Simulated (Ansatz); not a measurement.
InAg₃: enthalpy against pressure

InAg₃, Pm-3m, a = 4.138 Å. The structure is a COD entry; whether it is the stable form wasn't checked. Ansatz: PBEsol, PAW, 420 eV, Γ-centred 10×10×10 mesh on 4 atoms, Gaussian smearing 0.10 eV; no spin polarisation. Cell and atoms are relaxed at each pressure, and no other structure is tried, so the rows at high pressure may lie past a change of phase. y is the enthalpy over the state at zero pressure; there V0 = 17.716 Å³/atom. The pressures are the targets, met within 0.06 GPa.

| P (GPa) | y (eV/atom) |
| --- | --- |
| -1.0 | -0.1111 |
| 0.0 | 0.0000 |
| 1.0 | 0.1100 |
| 4.0 | 0.4344 |
| 12.0 | ? |
| 25.0 | 2.5401 |
| 50.0 | 4.8035 |
| 90.0 | 8.1097 |

Problem. Fit y = c1 P + c2 P² + c3 P³ to the other rows, say what c1 and c2 mean, and predict the missing value.

Solution. Least squares on the rows shown. y = 0.10879 P − 0.00031355 P² + 1.1779×10⁻⁶ P³. Since dH/dP = V, c1 is V0: 0.10879 eV/GPa × 160.2 = 17.428 Å³ against 17.716; c2 = −V0/(2B0) gives B0 = 173 GPa, where a Birch–Murnaghan fit to the volumes of the same runs (not shown) gives 105 GPa: a cubic over this range folds the higher terms into c2. Above P = −c2/(3 c3) = 89 GPa the cubic's slope, the volume, would rise with pressure, so the form fails there. At P = 12.0 the fit asked for gives 1.2624 eV/atom. The run gave 1.2654 eV/atom, so the fit is 0.0030 eV/atom too low, within twice the rms miss on the fitted rows (0.0022 eV/atom).

The mesh isn't the same in all rows (10×10×10, 12×12×12).